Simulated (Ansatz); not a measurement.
Input file for Ansatz (a program for electronic structure):

Ansatz 0.2 input:
```yaml
crystal:
  lattice:
    - [5.267900224, 0.0, 0.0]
    - [0.0, 5.0575238849, 0.0]
    - [0.0, 0.0, 5.0833006268]
  atoms:
    - { symbol: Zr, position: [0.9691453639, 0.7338624695, 0.7499048563] }
    - { symbol: Zr, position: [0.0308546361, 0.2661375305, 0.2499048563] }
    - { symbol: Zr, position: [0.4691453639, 0.2661375305, 0.7499048563] }
    - { symbol: Zr, position: [0.5308546361, 0.7338624695, 0.2499048563] }
    - { symbol: O, position: [0.6354908412, 0.9337416196, 0.8946518803] }
    - { symbol: O, position: [0.3645091588, 0.0662583804, 0.3946518803] }
    - { symbol: O, position: [0.1354908412, 0.0662583804, 0.8946518803] }
    - { symbol: O, position: [0.8645091588, 0.9337416196, 0.3946518803] }
    - { symbol: O, position: [0.771259142, 0.4650304788, 0.9994432634] }
    - { symbol: O, position: [0.228740858, 0.5349695212, 0.4994432634] }
    - { symbol: O, position: [0.271259142, 0.5349695212, 0.9994432634] }
    - { symbol: O, position: [0.728740858, 0.4650304788, 0.4994432634] }
kpoints:
  mp_grid: { grid: [3, 3, 3] }
hamiltonian:
  xc: hse06
  pseudopotentials: { kind: paw }
magnetization: { noncollinear: true, spin_orbit: true }
scf:
  n_extra_bands: 24
  occupations: { method: gaussian, width: 0.02 }
output:
  eigenvalues: true
  eigenstates:
    e_range: [-9.0, 16.3]
    kpoints:
      - [0.0, 0.0, 0.0]  # VBM
      - [0.265625, 0.427083, 0.380208]  # CBM
      - [0.0, 0.0, 0.0]  # GAMMA
      - [0.5, 0.0, 0.0]  # X
      - [0.0, 0.0, 0.5]  # Z
      - [0.5, 0.0, 0.5]  # U
      - [0.0, 0.5, 0.0]  # Y
      - [0.5, 0.5, 0.0]  # S
      - [0.0, 0.5, 0.5]  # T
      - [0.5, 0.5, 0.5]  # R
```

Output (shortened):

```
Pseudopotentials: kind: paw_fr
Pseudopotential: Zr, paw_fr, valence charge 12
Pseudopotential: O, paw_fr, valence charge 6
Functional definition: HSE06
non-collinear run that drives no moment, with spin-orbit …
Crystal: 12 atoms, lattice volume = 135.432 Å³
Basis set: ecut = 420 eV, 2621 PW (Γ)
Bands: 120, of which v1, the nominal top of the filled ones, is band 96 counted from 1 (95 counted from 0)
Symmetry: 4 space group operations + 4 with time reversal
k-points: 8 of 27 (time reversal used)
Projection manifold: j_resolved (fully-relativistic pseudo-atomic orbitals)
PAW frozen core: Zr, regenerated for the run's functional, and the local potential with it
PAW frozen core: O, regenerated for the run's functional, and the local potential with it
Initial density: superposition of atomic densities (chi_scale 0.1, normalization cell, long waves kept (reshape's long-wave potential 0.01 eV rms))
Initial wavefunctions: pseudopotential atomic-orbital guess
Eigensolver: davidson
Functional: x = pbe(κ = 0.804, μ = 0.2195149727645171), c = pbe(β = 0.06672455060314922), warm-up for x = pbe(κ = 0.804, μ = 0.2195149727645171) + 0.25 (exact − pbe) at short range (hse, ω = 0.20786987370883472 Å⁻¹), c = pbe(β = 0.06672455060314922); HSE06 as …
SCF 1 stopped early in 6 iterations: F = -21299.205305 eV  dr2 = 1.24e-3
Crystal: 12 atoms, lattice volume = 135.432 Å³
Projection manifold: j_resolved (fully-relativistic pseudo-atomic orbitals)
Initial density: handed on by an earlier stage of this run
Initial wavefunctions: those handed on with the density
Functional: x = pbe(κ = 0.804, μ = 0.2195149727645171) + 0.25 (exact − pbe) at short range (hse, ω = 0.20786987370883472 Å⁻¹), c = pbe(β = 0.06672455060314922); HSE06 as pw.x's `hse` composes it (authors' and Libxc's form: `xc: wpbeh`)
Exchange kernel: α = 0.2500, screened, ω = 0.2079 Å⁻¹, Wigner–Seitz truncation, v(0) = 1030.8721 eV·Å³, q-mesh 3×3×3, nearest image of the exchange supercell L …
Frozen-core exchange: fock
SCF 2 stopped early in 6 iterations: F = -21300.709780 eV  dr2 = 2.51e-5
hybrid outer 1: dexx = +6.760e-2 eV, tail = 1.15e-4 eV
Crystal: 12 atoms, lattice volume = 135.432 Å³
Projection manifold: j_resolved (fully-relativistic pseudo-atomic orbitals)
Exchange kernel: α = 0.2500, screened, ω = 0.2079 Å⁻¹, Wigner–Seitz truncation, v(0) = 1030.8721 eV·Å³, q-mesh 3×3×3, nearest image of the exchange supercell L …
Frozen-core exchange: fock
SCF 3 converged in 5 iterations: F = -21300.709382 eV  dr2 = 3.07e-9
hybrid outer 2: dexx = +1.718e-6 eV, tail = 2.37e-8 eV, Δε = 3.69e-3 eV (about 6.54e-5 eV left of the loop's levels)
hybrid SCF converged: 2 outer / 11 inner (+6 warm-up), last move |dexx| = 1.72e-6 eV, tail = 2.37e-8 eV
Stability not checked (fock_operator)
Magnetization: |M| = 0.0000 μB,  M = (+0.0000, +0.0000, +0.0000) μB
Absolute magnetization: 0.0000 μB (∫|m|)
  site 0: m = (+0.0000, +0.0000, +0.0000) μB, |m| = 0.0000 μB  (R = 0.84 Å)
  site 1: m = (+0.0000, +0.0000, +0.0000) μB, |m| = 0.0000 μB  (R = 0.84 Å)
  site 2: m = (+0.0000, +0.0000, +0.0000) μB, |m| = 0.0000 μB  (R = 0.84 Å)
  site 3: m = (+0.0000, +0.0000, +0.0000) μB, |m| = 0.0000 μB  (R = 0.84 Å)
  site 4: m = (+0.0000, +0.0000, +0.0000) μB, |m| = 0.0000 μB  (R = 0.84 Å)
  site 5: m = (+0.0000, +0.0000, +0.0000) μB, |m| = 0.0000 μB  (R = 0.84 Å)
  site 6: m = (+0.0000, +0.0000, +0.0000) μB, |m| = 0.0000 μB  (R = 0.84 Å)
  site 7: m = (+0.0000, +0.0000, +0.0000) μB, |m| = 0.0000 μB  (R = 0.84 Å)
  site 8: m = (+0.0000, +0.0000, +0.0000) μB, |m| = 0.0000 μB  (R = 0.88 Å)
  site 9: m = (+0.0000, +0.0000, +0.0000) μB, |m| = 0.0000 μB  (R = 0.88 Å)
  site 10: m = (+0.0000, +0.0000, +0.0000) μB, |m| = 0.0000 μB  (R = 0.88 Å)
  site 11: m = (+0.0000, +0.0000, +0.0000) μB, |m| = 0.0000 μB  (R = 0.88 Å)
Free energy (F): -21300.709382 eV
Frozen-core exchange: fock
Harris-Foulkes:  -21300.709382 eV  (|F-HF|=8.26e-10)
Internal energy: -21300.709382 eV  (E = F + TS)
E sigma→0 (E₀):  -21300.709382 eV
Fermi energy:    12.964393 eV
--- Per-component energies (eV) ---
  E_band       = -487.650775
  E_kinetic    = 2757.707633
  E_local      = -4720.317023  (includes V_loc(G=0)·N_el)
  E_nonlocal   = 670.998979
  E_hartree    = 1561.495516
  E_xc         = -1000.537958
  E_vxc        = -1217.864666  (∫ρ·V_xc dr)
  E_exx        = -283.692522  (= α·E_x^exact, valence–valence)
  E_paw        = -13043.718675  (= ΣΔE_a)
  E_vpaw       = -533.801315  (= ΣTr[D̂ρ^β])
  E_aug_tail   = 0.019755  (compensation charges beyond the density's cutoff)
  E_ewald      = -7240.893560
  E_core_change = -1.771527  (= ΣΔE_core)
  E_smearing   =  0.000000  (= −TS)
  E_closure    = 0.000000  (closes the sum)
  Σ components = -21300.709382   (vs F -21300.709382, Δ=0.00e0)
--- Band table (eV; the first three rows and the last of 8) ---
  k-point 0: bands = ["-40.1644", "-40.1644", "-40.0955", "-40.0955", "-40.0938", "-40.0938", "-40.0898", "-40.0898", "-18.3507", "-18.3507", "-18.2866", "-18.2866", "-18.2574", "-18.2574", "-17.8771", "-17.8771", "-16.7751", "-16.7751", "-16.7713", …
  k-point 1: bands = ["-40.1458", "-40.1458", "-40.1085", "-40.1085", "-40.0950", "-40.0950", "-40.0942", "-40.0942", "-18.3050", "-18.3050", "-18.2805", "-18.2805", "-18.1739", "-18.1739", "-17.9785", "-17.9785", "-16.7919", "-16.7919", "-16.7199", …
  k-point 2: bands = ["-40.1496", "-40.1496", "-40.1087", "-40.1087", "-40.0943", "-40.0943", "-40.0909", "-40.0909", "-18.3276", "-18.2995", "-18.2432", "-18.2397", "-18.2095", "-18.1861", "-17.9872", "-17.9755", "-16.7752", "-16.7317", "-16.6890", …
  k-point 7: bands = ["-40.1269", "-40.1269", "-40.1114", "-40.1114", "-40.1042", "-40.1042", "-40.1009", "-40.1009", "-18.2891", "-18.2554", "-18.2372", "-18.2247", "-18.2054", "-18.1916", "-18.1327", "-18.1204", "-16.7438", "-16.7266", "-16.6796", …
  band table: 120 of 120 bands, residual norms ≤ 1.0e-3 eV
```

Cost: very roughly 50 core-minutes on shared cores.

The points marked VBM and CBM come from a semilocal run.

Space group Pca2_1. Symmetry was held in the HSE06 relaxation. The run is not spin-polarised.

Potentials: the later of the program's two PAW sets.

Ansatz is a plane-wave DFT program.
